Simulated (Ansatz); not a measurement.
W (hcp (Mg type), P6_3/mmc) under volume change, DFT-PBEsol in the program Ansatz with PAW potentials, shape and atoms relaxed at each volume.

```csv
V (Å³/atom),E − E(relaxed) (meV/atom),P (GPa)
14.595,139.2,33.54
15.076,58.5,20.55
15.557,13.9,9.48
16.038,0.0,0.01
16.519,12.5,-8.11
17.000,47.5,-15.06
17.481,101.9,-21.00
```

**Question.** What does a third-order Birch–Murnaghan fit give for V₀, B₀ and B′?

**Answer.** V₀ = 16.04 Å³/atom, B₀ = 292 GPa, B′ = 4.2.

The start of the workflow was typed in or built on a structure type; the Crystallography Open Database copy checked does not list it. It is not the phase usual at ambient conditions (space group No. 229). Symmetry was held in the PBEsol relaxation; whether a distortion lowers the energy is not shown. No spin polarisation was allowed. Spin–orbit coupling is left out wherever it is not named.

Potentials: the earlier of the program's two PAW sets. The files were generated under PBE; for other functionals the program regenerates the frozen cores, and for LDA and PBEsol the local potential too.
